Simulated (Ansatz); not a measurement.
**Stability checks on a candidate for Cs₄I**

It was reached by relaxing an invented guess, and it needn't be the stable form of this composition.

Theory: DFT PBE, scalar-relativistic, plane waves, PAW in Ansatz 0.2.0. Settings of the last relaxation (5-atom cell): 420 eV, 6×6×6 k points, Gaussian smearing of 0.10 eV, no spin polarisation.

```yaml
crystal:
  lattice:
    - [7.83398, 0.00000, 0.00000]
    - [0.00000, 7.83398, 0.00000]
    - [0.00000, 0.00000, 7.83398]
  atoms:
    - { symbol: Cs, position: [0.50000, 0.50000, 0.50000] }
    - { symbol: Cs, position: [0.50000, 0.00000, 0.00000] }
    - { symbol: Cs, position: [0.00000, 0.50000, 0.00000] }
    - { symbol: Cs, position: [0.00000, 0.00000, 0.50000] }
    - { symbol: I, position: [0.00000, 0.00000, 0.00000] }
```

Formation energies are uncorrected and refer to the elements' standard structures at the same level.

**Question.** These tests were run: energy against the elements; phonons at Γ; elastic tensor. What do they show?

**Answer.**

```json
{"test": "energy against the elements", "result": "−0.58 eV/atom"}
{"test": "phonons at Γ", "result": "lowest optical mode 20 cm⁻¹"}
{"test": "elastic tensor", "result": "least eigenvalue 1 GPa"}
```

It fails none of these tests outright. Other phases of the system weren't compared here, so this isn't yet thermodynamic stability. Phonons away from Γ weren't computed. Undecided within the accuracy: elastic tensor.

Spin–orbit coupling, which can matter for I, is left out. The cell is a metal run without spin; a magnetic state may lie lower. The reference form of I is held partly by dispersion forces, which this level lacks. The run for the phonons used a 6×6×6 k mesh and Fermi–Dirac smearing of 0.15 eV. The run for the elastic tensor used a 6×6×6 k mesh and Fermi–Dirac smearing of 0.15 eV.
